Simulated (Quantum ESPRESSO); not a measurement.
Kohn-Sham bands of SnSe$_{2}$ (CdI2 type)

```
SnSe2
1.0
    3.84190     0.00000     0.00000
   -1.92095     3.32718     0.00000
    0.00000     0.00000     6.48588
Sn Se
1 2
Direct
  0.00000   0.00000   0.00000
  0.66667   0.33333   0.75710
  0.33333   0.66667   0.24290
```

Structure: Materials Project mp-665, symmetrised, not relaxed again. COD (Crystallography Open Database) has the formula in 2 space groups, this one among them (matched by group alone). Level: PBEsol, spinors with spin-orbit coupling; pw.x of Quantum ESPRESSO at 69 Ry with PseudoDojo potentials, 6×6×4 k-points, Wannier90. Density: 12×12×6 mesh, Gaussian smearing 0.01 Ry. The cell is built of weakly bound layers, chains or molecules, whose nearest atoms lie 4.01 Å apart. Database cells relaxed without dispersion often hold them too far apart, which can enlarge gaps and weakens couplings between them; spacing and stacking were not compared with the measured crystal.

Problem. List the Kohn-Sham levels between −8 and 3.6 eV relative to the valence-band maximum at the high-symmetry points, as a band run of pw.x on that density gives them (levels within 2 meV counted together).

Solution. 
| point | k (reciprocal lattice) | levels (eV) |
|---|---|---|
| Γ | 0.000 0.000 0.000 | -5.97 (×2), -0.84 (×2), -0.39 (×2), -0.39 (×2), -0.19 (×2), -0.11 (×2), 0.94 (×2), 2.90 (×2) |
| M | 0.500 0.000 0.000 | -7.07 (×2), -4.35 (×2), -2.76 (×2), -2.36 (×2), -1.09 (×2), -0.29 (×2), 1.00 (×2) |
| K | 0.333 0.333 0.000 | -7.25 (×2), -3.61 (×2), -3.59 (×2), -3.24 (×2), -1.35 (×2), -1.30 (×2), 1.37 (×2) |
| A | 0.000 0.000 0.500 | -5.36 (×2), -1.92 (×2), -0.76 (×2), -0.45 (×2), -0.29 (×2), -0.01 (×2), 2.19 (×2), 2.81 (×2) |
| L | 0.500 0.000 0.500 | -7.15 (×2), -4.64 (×2), -2.38 (×2), -1.98 (×2), -0.82 (×2), -0.49 (×2), 0.65 (×2) |
| H | 0.333 0.333 0.500 | -7.21 (×2), -3.94 (×2), -3.93 (×2), -3.49 (×2), -0.55 (×2), -0.46 (×2), 2.16 (×2) |
